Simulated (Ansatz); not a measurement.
input.yaml

```yaml
crystal:
  lattice:
    - [4.8615851673, 0.0, 0.0]
    - [0.0, 4.8615851673, 0.0]
    - [0.0, 0.0, 29.584755502]
  atoms:
    - { symbol: Mo, position: [0.0, 0.5, 0.2535089397] }
    - { symbol: Si, position: [0.5, 0.5, 0.2945907831] }
    - { symbol: Mo, position: [0.25, 0.0, 0.2945907831] }
    - { symbol: Mo, position: [0.75, 0.0, 0.2945907831] }
    - { symbol: Mo, position: [0.0, 0.5, 0.3356726265] }
    - { symbol: Si, position: [0.0, 0.0, 0.3767544699] }
    - { symbol: Mo, position: [0.5, 0.25, 0.3767544699] }
    - { symbol: Mo, position: [0.5, 0.75, 0.3767544699] }
    - { symbol: Mo, position: [0.0, 0.5, 0.4178363132] }
    - { symbol: Si, position: [0.5, 0.5, 0.4589181566] }
    - { symbol: Mo, position: [0.25, 0.0, 0.4589181566] }
    - { symbol: Mo, position: [0.75, 0.0, 0.4589181566] }
    - { symbol: Mo, position: [0.0, 0.5, 0.5] }
    - { symbol: Si, position: [0.0, 0.0, 0.5410818434] }
    - { symbol: Mo, position: [0.5, 0.25, 0.5410818434] }
    - { symbol: Mo, position: [0.5, 0.75, 0.5410818434] }
    - { symbol: Mo, position: [0.0, 0.5, 0.5821636868] }
    - { symbol: Si, position: [0.5, 0.5, 0.6232455301] }
    - { symbol: Mo, position: [0.25, 0.0, 0.6232455301] }
    - { symbol: Mo, position: [0.75, 0.0, 0.6232455301] }
    - { symbol: Mo, position: [0.0, 0.5, 0.6643273735] }
    - { symbol: Si, position: [0.0, 0.0, 0.7054092169] }
    - { symbol: Mo, position: [0.5, 0.25, 0.7054092169] }
    - { symbol: Mo, position: [0.5, 0.75, 0.7054092169] }
    - { symbol: Mo, position: [0.0, 0.5, 0.7464910603] }
basis:
  ecutwfc: 420
kpoints:
  mp_grid: { grid: [7, 7, 1] }
hamiltonian:
  xc: pbesol
scf:
  occupations: { method: gaussian, width: 0.1 }
output:
  forces: true
  eigenvalues: true
  write_density: true
  write_potential: true
  elf: true
  volumetric_format: npy
relax:
  adjacent_minimum: "off"
  f_tol: 0.02
  max_steps: 60
efield:
  axis: 3
  dipole_correction: true
  ramp_width: 0.04
```

Launched with
```bash
ansatz run input.yaml --threads 4 --pin off --max-ram 10240MiB --backend cpu --events-out ev --progress --plain --runs-dir out
```

Level of theory: DFT PBEsol, scalar-relativistic, plane waves, PAW in Ansatz 0.2.0.

Abridged output:

```
Pseudopotentials: kind: paw
Pseudopotential: Mo, paw, valence charge 14, recommended cutoff 420 eV (normal)
Pseudopotential: Si, paw, valence charge 4, recommended cutoff 420 eV (normal)
Functional definition: PBEsol
Crystal: 25 atoms, lattice volume = 699.236 Å³
Basis set: ecut = 420 eV, 13695 PW (Γ), exchange–correlation on 72×72×400 points (8 copies of the dense FFT grid, shifted against one another)
Bands: 174, of which v1, the nominal top of the filled ones, is band 145 counted from 1 (144 counted from 0)
Symmetry: 4 space group operations
k-points: 16 of 49
Initial density: superposition of atomic densities (neutral atoms: chi_scale 0, normalization atom), corrected by the library's trained network
Initial wavefunctions: pseudopotential atomic-orbital guess
Functional: x = pbesol(κ = 0.804, μ = 0.12345679), c = pbesol(β = 0.046)
SCF iter   1: F=—  HF=-96779.698560 eV  |F-HF|=—  |Δ(HF+E_count)|=         —  Δρ=6.21e-3  dr2=2.27e0  ethr=1.77e-3  p= 0.000 e·Å  D=-1.72e-14 V/Å  ΔV_dip=0.00 eV  dr2_dipole=9.46e-6  V_vac-E_F(+/−)=3.62/3.62 eV  ⟨swp⟩=8.1  Hψ=12285  notcnv=0
efield: sawtooth ramp at fractional position 0.9800 (placed from the atoms, in the widest stretch of the axis that holds none; the zero of the levels goes with the place), width 0.0400; the density the first Hamiltonian is built on has a dipole p =  0.000 e·Å; the dipole correction subtracts the counter field D = -1.72e-14 V/Å, which shifts the + side's vacuum level by +0.00 eV against the − side's; the planar-averaged density in the ramp window peaks in size at 3.2e-5 e/Å³
SCF iter   2: F=—  HF=-96779.625600 eV  |F-HF|=—  |Δ(HF+E_count)|=   7.30e-2  Δρ=2.44e-3  dr2=9.80e-2  ethr=7.84e-4  p= 0.000 e·Å  D=-2.36e-5 V/Å  ΔV_dip=0.00 eV  dr2_dipole=2.74e-5  V_vac-E_F(+/−)=3.93/3.93 eV  ⟨swp⟩=2.0  Hψ=3572  notcnv=0  defer=292
SCF iter   3: F=—  HF=-96779.619467 eV  |F-HF|=—  |Δ(HF+E_count)|=   6.13e-3  Δρ=6.06e-4  dr2=9.25e-3  ethr=3.38e-5  p= 0.000 e·Å  D=-5.98e-6 V/Å  ΔV_dip=0.00 eV  dr2_dipole=4.91e-7  V_vac-E_F(+/−)=3.96/3.96 eV  ⟨swp⟩=3.5  Hψ=5786  notcnv=0  defer=292
SCF iter   4: F=—  HF=-96779.618446 eV  |F-HF|=—  |Δ(HF+E_count)|=   1.02e-3  Δρ=1.70e-4  dr2=5.54e-4  ethr=3.19e-6  p= 0.000 e·Å  D=-1.78e-6 V/Å  ΔV_dip=0.00 eV  dr2_dipole=3.51e-9  V_vac-E_F(+/−)=3.99/3.99 eV  ⟨swp⟩=2.0  Hψ=3890  notcnv=0  defer=89
SCF iter   5: F=—  HF=-96779.618433 eV  |F-HF|=—  |Δ(HF+E_count)|=   1.34e-5  Δρ=6.37e-5  dr2=7.51e-5  ethr=1.91e-7  p= 0.000 e·Å  D=-3.86e-7 V/Å  ΔV_dip=0.00 eV  dr2_dipole=7.10e-10  V_vac-E_F(+/−)=4.00/4.00 eV  ⟨swp⟩=3.1  Hψ=5241  notcnv=0  defer=89
SCF iter   6: F=—  HF=-96779.618444 eV  |F-HF|=—  |Δ(HF+E_count)|=   1.16e-5  Δρ=2.60e-5  dr2=1.61e-5  ethr=2.59e-8  p=0.000 e·Å  D=3.30e-8 V/Å  ΔV_dip= 0.00 eV  dr2_dipole=1.05e-9  V_vac-E_F(+/−)=4.01/4.01 eV  ⟨swp⟩=2.8  Hψ=4291  notcnv=0  defer=89
SCF iter   7: F=-96779.618445 eV  HF=-96779.618446 eV  |F-HF|=5.03e-7  |Δ(HF+E_count)|=   1.47e-6  Δρ=1.01e-5  dr2=1.87e-6  ethr=3.45e-9  p=0.000 e·Å  D=1.59e-7 V/Å  ΔV_dip= 0.00 eV  dr2_dipole=4.16e-10  V_vac-E_F(+/−)=4.01/4.01 eV  ⟨swp⟩=23.9  Hψ=29140  notcnv=0
SCF 1 converged in 7 iterations: F = -96779.618445 eV  dr2 = 1.87e-6
relax step   1: F+E_penalty+E_count = -96779.61844508 eV  Δ(F+E_penalty+E_count) = +0.000e0 eV  max|allowed force component| = 2.388e0 eV/Å  Δτ_max = 0.0000 Å  (7 SCF iters, dr2 threshold 1.00e-5 eV, accepted)
Initial density: handed on by an earlier stage of this run
Initial wavefunctions: those handed on with the density
SCF iter   1: F=—  HF=-96780.168524 eV  |F-HF|=—  |Δ(HF+E_count)|=         —  Δρ=1.27e-2  dr2=1.64e0  ethr=5.23e-4  p=0.000 e·Å  D=1.59e-7 V/Å  ΔV_dip= 0.00 eV  dr2_dipole=1.07e-9  V_vac-E_F(+/−)=4.03/4.03 eV  ⟨swp⟩=2.2  Hψ=10148  notcnv=0  defer=301
efield: sawtooth ramp at fractional position 0.9800 (handed on by an earlier solve), width 0.0400; the density the first Hamiltonian is built on has a dipole p = 0.000 e·Å; the dipole correction subtracts the counter field D = 1.59e-7 V/Å, which shifts the + side's vacuum level by  0.00 eV against the − side's; the planar-averaged density in the ramp window peaks in size at 4.3e-6 e/Å³
SCF iter   2: F=—  HF=-96780.087144 eV  |F-HF|=—  |Δ(HF+E_count)|=   8.14e-2  Δρ=6.27e-3  dr2=6.53e-1  ethr=5.23e-4  p= 0.000 e·Å  D=-5.50e-7 V/Å  ΔV_dip=0.00 eV  dr2_dipole=3.31e-9  V_vac-E_F(+/−)=4.07/4.07 eV  ⟨swp⟩=2.9  Hψ=5046  notcnv=0  defer=301
SCF iter   3: F=—  HF=-96780.026398 eV  |F-HF|=—  |Δ(HF+E_count)|=   6.07e-2  Δρ=2.09e-3  dr2=7.83e-2  ethr=2.25e-4  p= 0.000 e·Å  D=-4.79e-7 V/Å  ΔV_dip=0.00 eV  dr2_dipole=8.68e-10  V_vac-E_F(+/−)=4.14/4.14 eV  ⟨swp⟩=2.9  Hψ=3851  notcnv=0  defer=301
SCF iter   4: F=—  HF=-96780.019005 eV  |F-HF|=—  |Δ(HF+E_count)|=   7.39e-3  Δρ=3.98e-4  dr2=3.62e-3  ethr=2.70e-5  p= 0.000 e·Å  D=-5.61e-7 V/Å  ΔV_dip=0.00 eV  dr2_dipole=2.58e-10  V_vac-E_F(+/−)=4.17/4.17 eV  ⟨swp⟩=2.1  Hψ=3993  notcnv=0  defer=302
SCF iter   5: F=—  HF=-96780.018857 eV  |F-HF|=—  |Δ(HF+E_count)|=   1.47e-4  Δρ=1.63e-4  dr2=5.25e-4  ethr=1.25e-6  p= 0.000 e·Å  D=-3.05e-7 V/Å  ΔV_dip=0.00 eV  dr2_dipole=7.56e-11  V_vac-E_F(+/−)=4.18/4.18 eV  ⟨swp⟩=2.6  Hψ=4820  notcnv=0  defer=302
SCF iter   6: F=-96780.018861 eV  HF=-96780.018864 eV  |F-HF|=2.74e-6  |Δ(HF+E_count)|=   6.63e-6  Δρ=5.46e-5  dr2=3.69e-5  ethr=3.45e-8  p= 0.000 e·Å  D=-2.22e-7 V/Å  ΔV_dip=0.00 eV  dr2_dipole=4.75e-13  V_vac-E_F(+/−)=4.19/4.19 eV  ⟨swp⟩=25.1  Hψ=34469  notcnv=0
SCF 2 converged in 6 iterations: F = -96780.018861 eV  dr2 = 3.69e-5
relax step   2: F+E_penalty+E_count = -96780.01886106 eV  Δ(F+E_penalty+E_count) = -4.004e-1 eV  max|allowed force component| = 1.327e0 eV/Å  Δτ_max = 0.1991 Å  (6 SCF iters, dr2 threshold 1.00e-4 eV, accepted)
SCF iter   1: F=—  HF=-96780.149143 eV  |F-HF|=—  |Δ(HF+E_count)|=         —  Δρ=4.57e-3  dr2=3.96e-1  ethr=9.70e-4  p= 0.000 e·Å  D=-2.22e-7 V/Å  ΔV_dip=0.00 eV  dr2_dipole=1.45e-10  V_vac-E_F(+/−)=4.18/4.18 eV  ⟨swp⟩=3.6  Hψ=4971  notcnv=0  defer=305
efield: sawtooth ramp at fractional position 0.9800 (handed on by an earlier solve), width 0.0400; the density the first Hamiltonian is built on has a dipole p =  0.000 e·Å; the dipole correction subtracts the counter field D = -2.22e-7 V/Å, which shifts the + side's vacuum level by +0.00 eV against the − side's; the planar-averaged density in the ramp window peaks in size at 6.5e-6 e/Å³
SCF iter   2: F=—  HF=-96780.130341 eV  |F-HF|=—  |Δ(HF+E_count)|=   1.88e-2  Δρ=1.92e-3  dr2=5.78e-2  ethr=1.37e-4  p= 0.000 e·Å  D=-3.97e-7 V/Å  ΔV_dip=0.00 eV  dr2_dipole=7.92e-11  V_vac-E_F(+/−)=4.14/4.14 eV  ⟨swp⟩=2.0  Hψ=3818  notcnv=0  defer=305
SCF iter   3: F=—  HF=-96780.123912 eV  |F-HF|=—  |Δ(HF+E_count)|=   6.43e-3  Δρ=8.12e-4  dr2=1.14e-2  ethr=1.99e-5  p=0.000 e·Å  D=2.44e-8 V/Å  ΔV_dip= 0.00 eV  dr2_dipole=6.28e-11  V_vac-E_F(+/−)=4.12/4.12 eV  ⟨swp⟩=3.3  Hψ=5112  notcnv=0  defer=305
   ...
SCF iter   5: F=—  HF=-96780.130111 eV  |F-HF|=—  |Δ(HF+E_count)|=   2.95e-7  Δρ=6.29e-6  dr2=3.48e-7  ethr=7.55e-10  p=0.000 e·Å  D=1.87e-8 V/Å  ΔV_dip= 0.00 eV  dr2_dipole=3.22e-12  V_vac-E_F(+/−)=4.11/4.11 eV  ⟨swp⟩=2.8  Hψ=4957  notcnv=0  defer=1
SCF iter   6: F=-96780.130111 eV  HF=-96780.130111 eV  |F-HF|=2.32e-8  |Δ(HF+E_count)|=   1.73e-7  Δρ=2.02e-6  dr2=3.95e-8  ethr=3.45e-11  p=0.000 e·Å  D=9.12e-9 V/Å  ΔV_dip= 0.00 eV  dr2_dipole=4.48e-13  V_vac-E_F(+/−)=4.11/4.11 eV  ⟨swp⟩=18.7  Hψ=25033  notcnv=0
SCF 5 converged in 6 iterations: F = -96780.130111 eV  dr2 = 3.95e-8
relax step   5: F+E_penalty+E_count = -96780.13011075 eV  Δ(F+E_penalty+E_count) = -1.721e-4 eV  max|allowed force component| = 9.327e-2 eV/Å  Δτ_max = 0.0058 Å  (6 SCF iters, accepted)
SCF iter   1: F=—  HF=-96780.131940 eV  |F-HF|=—  |Δ(HF+E_count)|=         —  Δρ=3.79e-4  dr2=2.74e-3  ethr=6.82e-6  p=0.000 e·Å  D=9.12e-9 V/Å  ΔV_dip= 0.00 eV  dr2_dipole=1.68e-11  V_vac-E_F(+/−)=4.11/4.11 eV  ⟨swp⟩=2.0  Hψ=4380  notcnv=0
efield: sawtooth ramp at fractional position 0.9800 (handed on by an earlier solve), width 0.0400; the density the first Hamiltonian is built on has a dipole p = 0.000 e·Å; the dipole correction subtracts the counter field D = 9.12e-9 V/Å, which shifts the + side's vacuum level by  0.00 eV against the − side's; the planar-averaged density in the ramp window peaks in size at 7.2e-6 e/Å³
SCF iter   2: F=—  HF=-96780.131720 eV  |F-HF|=—  |Δ(HF+E_count)|=   2.20e-4  Δρ=1.81e-4  dr2=5.72e-4  ethr=9.44e-7  p= 0.000 e·Å  D=-2.32e-8 V/Å  ΔV_dip=0.00 eV  dr2_dipole=7.89e-14  V_vac-E_F(+/−)=4.11/4.11 eV  ⟨swp⟩=2.0  Hψ=4322  notcnv=0
SCF iter   3: F=—  HF=-96780.131661 eV  |F-HF|=—  |Δ(HF+E_count)|=   5.92e-5  Δρ=5.41e-5  dr2=5.26e-5  ethr=1.97e-7  p= 0.000 e·Å  D=-3.73e-8 V/Å  ΔV_dip=0.00 eV  dr2_dipole=1.18e-13  V_vac-E_F(+/−)=4.11/4.11 eV  ⟨swp⟩=3.0  Hψ=4629  notcnv=0
SCF iter   4: F=—  HF=-96780.131250 eV  |F-HF|=—  |Δ(HF+E_count)|=   4.10e-4  Δρ=1.50e-5  dr2=2.39e-6  ethr=1.82e-8  p= 0.000 e·Å  D=-3.29e-8 V/Å  ΔV_dip=0.00 eV  dr2_dipole=1.76e-11  V_vac-E_F(+/−)=4.11/4.11 eV  ⟨swp⟩=2.4  Hψ=3979  notcnv=0
SCF iter   5: F=-96780.131250 eV  HF=-96780.131250 eV  |F-HF|=4.37e-10  |Δ(HF+E_count)|=   2.06e-7  Δρ=4.44e-6  dr2=2.09e-7  ethr=1.88e-10  p= 0.000 e·Å  D=-2.46e-8 V/Å  ΔV_dip=0.00 eV  dr2_dipole=3.17e-12  V_vac-E_F(+/−)=4.11/4.11 eV  ⟨swp⟩=19.3  Hψ=27014  notcnv=0
SCF 6 converged in 5 iterations: F = -96780.131250 eV  dr2 = 2.09e-7
relax step   6: F+E_penalty+E_count = -96780.13125023 eV  Δ(F+E_penalty+E_count) = -1.139e-3 eV  max|allowed force component| = 9.444e-3 eV/Å  Δτ_max = 0.0070 Å  (5 SCF iters, dr2 threshold 5.44e-7 eV, accepted)
SCF iter   1: F=—  HF=-96780.131313 eV  |F-HF|=—  |Δ(HF+E_count)|=         —  Δρ=4.48e-6  dr2=2.00e-7  ethr=6.86e-11  p= 0.000 e·Å  D=-2.46e-8 V/Å  ΔV_dip=0.00 eV  dr2_dipole=8.54e-14  V_vac-E_F(+/−)=4.11/4.11 eV  ⟨swp⟩=1.0  Hψ=6560  notcnv=0
efield: sawtooth ramp at fractional position 0.9800 (handed on by an earlier solve), width 0.0400; the density the first Hamiltonian is built on has a dipole p =  0.000 e·Å; the dipole correction subtracts the counter field D = -2.46e-8 V/Å, which shifts the + side's vacuum level by +0.00 eV against the − side's; the planar-averaged density in the ramp window peaks in size at 7.3e-6 e/Å³
SCF iter   2: F=—  HF=-96780.131250 eV  |F-HF|=—  |Δ(HF+E_count)|=   6.25e-5  Δρ=3.29e-6  dr2=1.36e-7  ethr=6.86e-11  p= 0.000 e·Å  D=-6.56e-9 V/Å  ΔV_dip=0.00 eV  dr2_dipole=2.16e-14  V_vac-E_F(+/−)=4.11/4.11 eV  ⟨swp⟩=2.4  Hψ=4492  notcnv=0
SCF iter   3: F=-96780.131250 eV  HF=-96780.131250 eV  |F-HF|=9.30e-9  |Δ(HF+E_count)|=   2.05e-8  Δρ=1.04e-6  dr2=1.08e-8  ethr=3.45e-11  p= 0.000 e·Å  D=-6.98e-9 V/Å  ΔV_dip=0.00 eV  dr2_dipole=2.24e-12  V_vac-E_F(+/−)=4.11/4.11 eV  ⟨swp⟩=12.4  Hψ=21985  notcnv=0
SCF 7 converged in 3 iterations: F = -96780.131250 eV  dr2 = 1.08e-8
relax step   7: F+E_penalty+E_count = -96780.13125036 eV  Δ(F+E_penalty+E_count) = -1.311e-7 eV  max|allowed force component| = 9.458e-3 eV/Å  Δτ_max = 0.0000 Å  (3 SCF iters, accepted)
WARN: The output density's exchange-correlation potential varies sharply where the density is thin. Do not read a vacuum level from v_tot or v_xc, or from such a field of the output density. On a cell that repeats whose density bears no net charge and no dipole along the vacuum's axis use v_es (v_loc + v_h of the components); under efield.dipole_correction with no amplitude use v_es + v_field, which holds any external_charges[].barrier, or the levels of the report's work_function block, which leave it out; under a non-zero efield.amplitude the vacuum is tilted and has no level; on a cell that repeats and bears such a dipole with no correction it is tilted too, and efield.dipole_correction wi ...
SCF converged after 3 iterations
Free energy (F): -96780.131250 eV
Harris-Foulkes:  -96780.131250 eV  (|F-HF|=9.30e-9)
Internal energy: -96780.054031 eV  (E = F + TS)
E sigma→0 (E₀):  -96780.092641 eV
Entropy (-TS):   -0.077219 eV (-3.089 meV/atom)
Fermi energy:    8.332334 eV
Dipole field:    D = 0.000001 V/Å  (p = 0.000004 e·Å, saw-weighted, corrected)
Work function:   Φ+ = 4.1125 eV   Φ− = 4.1125 eV
Levels:          The Fermi level and band energies are counted from a zero that moves with the ramp; work functions are not
--- Per-component energies (eV) ---
  E_band       = -4370.784618
  E_kinetic    = 8673.646655
  E_local      = -391558.791419  (includes V_loc(G=0)·N_el)
  E_nonlocal   = 2915.943231
  E_hartree    = 191510.612889
  E_xc         = -3805.583498
  E_vxc        = -4637.893184  (∫ρ·V_xc dr)
  E_paw        = -62735.079481  (= ΣΔE_a)
  E_vpaw       = -2784.938558  (= ΣTr[D̂ρ^β])
  E_aug_tail   = 0.000828  (compensation charges beyond the density's cutoff)
  E_efield     = 0.000000  (sawtooth field / dipole correction)
  E_vefield    = 0.000000  (∫n·V_field dr)
  E_ewald      = 158215.030712
  E_core_change = 4.166051  (= ΣΔE_core)
  E_smearing   = -0.077219  (= −TS)
--- Forces (eV/Å), atoms counted from 1 ---
  atom   1  Mo     0.00000000     0.00000000     0.00718904
  atom   2  Si     0.00000000     0.00000000    -0.00445916
  atom   3  Mo    -0.00416152     0.00000000    -0.00303985
  atom   4  Mo     0.00416152     0.00000000    -0.00303985
  atom   5  Mo     0.00000000     0.00000000     0.00143412
  atom   6  Si     0.00000000     0.00000000     0.00261894
  atom   7  Mo     0.00000000     0.00419572     0.00248074
  atom   8  Mo     0.00000000    -0.00419572     0.00248074
  atom   9  Mo     0.00000000     0.00000000    -0.00945820
  atom  10  Si     0.00000000     0.00000000    -0.00249009
  atom  11  Mo     0.00161451     0.00000000    -0.00061009
  atom  12  Mo    -0.00161451     0.00000000    -0.00061009
  atom  13  Mo     0.00000000     0.00000000     0.00000005
  atom  14  Si     0.00000000     0.00000000     0.00249017
  atom  15  Mo     0.00000000    -0.00161448     0.00061048
  atom  16  Mo     0.00000000     0.00161448     0.00061048
  atom  17  Mo     0.00000000     0.00000000     0.00945790
  atom  18  Si     0.00000000     0.00000000    -0.00261918
  atom  19  Mo    -0.00419559     0.00000000    -0.00248121
  atom  20  Mo     0.00419559     0.00000000    -0.00248121
  atom  21  Mo     0.00000000     0.00000000    -0.00143487
  atom  22  Si     0.00000000     0.00000000     0.00445914
  atom  23  Mo     0.00000000     0.00416173     0.00303976
  atom  24  Mo     0.00000000    -0.00416173     0.00303976
  atom  25  Mo     0.00000000     0.00000000    -0.00718839
--- Band table (eV; the first three rows and the last of 16) ---
  k-point 0: bands = ["-52.8343", "-52.8137", "-52.7746", "-52.7335", "-52.7090", "-52.6874", "-52.6425", "-52.5955", "-52.5766", "-52.4990", "-52.3967", "-52.3930", "-52.3930", "-52.3645", "-52.3645", "-52.2555", "-52.2520", "-52.2153", "-52.2153", "-28.1911", "-28.1674", "-28.1446", "-28.1291", "-28.0368", "-28.0286", "-27.8953", "-27.8629", "-27.5612", "-27.1180", "-27.1180", "-27.1071", "-27.1071", "-27.0728", "-27.0149", "-27.0149", "-26.9738", "-26.9016", "-26.8229", "-26.6715", "-26.6594", "-26.6594", "-26.6177", "-26.6177", "-26.5921", "-26.5723", "-26.5581", "-26.5581", "-26.5414", "-26.5230", "-26.5165", "-26.5032", "-26.5032", "-26.4627", "-26.4627", "-26.4545", "-26.4455", "-26.4 ...
  k-point 1: bands = ["-52.8246", "-52.8040", "-52.7643", "-52.7261", "-52.7069", "-52.6853", "-52.6391", "-52.5922", "-52.5696", "-52.4996", "-52.4130", "-52.3966", "-52.3930", "-52.3842", "-52.3645", "-52.2556", "-52.2521", "-52.2349", "-52.2153", "-28.1825", "-28.1389", "-28.1209", "-28.0508", "-28.0117", "-27.9716", "-27.8757", "-27.7928", "-27.5652", "-27.1099", "-27.0930", "-27.0918", "-27.0818", "-27.0696", "-27.0049", "-26.9858", "-26.9734", "-26.8950", "-26.8315", "-26.6996", "-26.6886", "-26.6549", "-26.6508", "-26.6299", "-26.6090", "-26.5758", "-26.5697", "-26.5593", "-26.5249", "-26.5243", "-26.5200", "-26.4915", "-26.4819", "-26.4706", "-26.4693", "-26.4546", "-26.4481", "-26.4 ...
  k-point 2: bands = ["-52.8051", "-52.7843", "-52.7356", "-52.7225", "-52.6796", "-52.6733", "-52.6303", "-52.5971", "-52.5321", "-52.4987", "-52.4666", "-52.4382", "-52.3969", "-52.3930", "-52.3645", "-52.2900", "-52.2554", "-52.2519", "-52.2153", "-28.1714", "-28.1371", "-28.1072", "-28.0149", "-27.9394", "-27.7051", "-27.6828", "-27.5769", "-27.4887", "-27.0930", "-27.0644", "-27.0567", "-27.0410", "-27.0043", "-26.9773", "-26.9760", "-26.9161", "-26.8688", "-26.8445", "-26.7276", "-26.7229", "-26.7140", "-26.6764", "-26.6670", "-26.6223", "-26.6182", "-26.6087", "-26.5666", "-26.5464", "-26.5317", "-26.5047", "-26.4931", "-26.4876", "-26.4654", "-26.4581", "-26.4456", "-26.4442", "-26.4 ...
  k-point 15: bands = ["-52.7362", "-52.6911", "-52.6460", "-52.6417", "-52.6314", "-52.6149", "-52.5966", "-52.5524", "-52.5521", "-52.5254", "-52.5110", "-52.5060", "-52.4549", "-52.4546", "-52.3986", "-52.3695", "-52.3694", "-52.2560", "-52.2524", "-28.1558", "-28.0160", "-27.6083", "-27.2892", "-27.2817", "-27.2587", "-27.2259", "-27.0971", "-27.0955", "-26.9976", "-26.9890", "-26.9715", "-26.9432", "-26.9423", "-26.9401", "-26.9042", "-26.8953", "-26.8574", "-26.8170", "-26.8090", "-26.7712", "-26.7483", "-26.7269", "-26.6927", "-26.6921", "-26.6597", "-26.6585", "-26.6501", "-26.6200", "-26.5954", "-26.5919", "-26.5688", "-26.5625", "-26.5186", "-26.5159", "-26.5076", "-26.5071", "-26. ...
--- Relaxed structure (7 steps of the walk, 7 accepted, 0 SCFs on fresh bases) ---
  F+E_penalty+E_count = -96780.13125036 eV   max|allowed force component| = 9.458e-3 eV/Å
  atoms:
    - { symbol: Mo, position: [0.0, 0.5, 0.25825883] }
    - { symbol: Si, position: [0.5, 0.5, 0.29009908] }
    - { symbol: Mo, position: [0.25082374, 0.0, 0.29612176] }
    - { symbol: Mo, position: [0.74917625, 0.0, 0.29612176] }
    - { symbol: Mo, position: [0.0, 0.5, 0.33560334] }
    - { symbol: Si, position: [0.0, 0.0, 0.37614133] }
    - { symbol: Mo, position: [0.5, 0.25087153, 0.37600876] }
    - { symbol: Mo, position: [0.5, 0.74912846, 0.37600876] }
    - { symbol: Mo, position: [0.0, 0.5, 0.41837203] }
    - { symbol: Si, position: [0.5, 0.5, 0.45868758] }
    - { symbol: Mo, position: [0.24996996, 0.0, 0.45883649] }
    - { symbol: Mo, position: [0.75003003, 0.0, 0.45883649] }
    - { symbol: Mo, position: [0.0, 0.5, 0.50000000] }
    - { symbol: Si, position: [0.0, 0.0, 0.54131241] }
    - { symbol: Mo, position: [0.5, 0.25003003, 0.54116350] }
    - { symbol: Mo, position: [0.5, 0.74996996, 0.54116350] }
    - { symbol: Mo, position: [0.0, 0.5, 0.58162796] }
    - { symbol: Si, position: [0.5, 0.5, 0.62385866] }
    - { symbol: Mo, position: [0.24912846, 0.0, 0.62399123] }
    - { symbol: Mo, position: [0.75087153, 0.0, 0.62399123] }
    - { symbol: Mo, position: [0.0, 0.5, 0.66439665] }
    - { symbol: Si, position: [0.0, 0.0, 0.70990091] }
    - { symbol: Mo, position: [0.5, 0.24917625, 0.70387823] }
    - { symbol: Mo, position: [0.5, 0.75082374, 0.70387823] }
    - { symbol: Mo, position: [0.0, 0.5, 0.74174116] }
```

The relaxation met its thresholds.

Time: 11 min on 4 threads of Arm Neoverse V2, on a shared host, peak memory 3.2 GiB.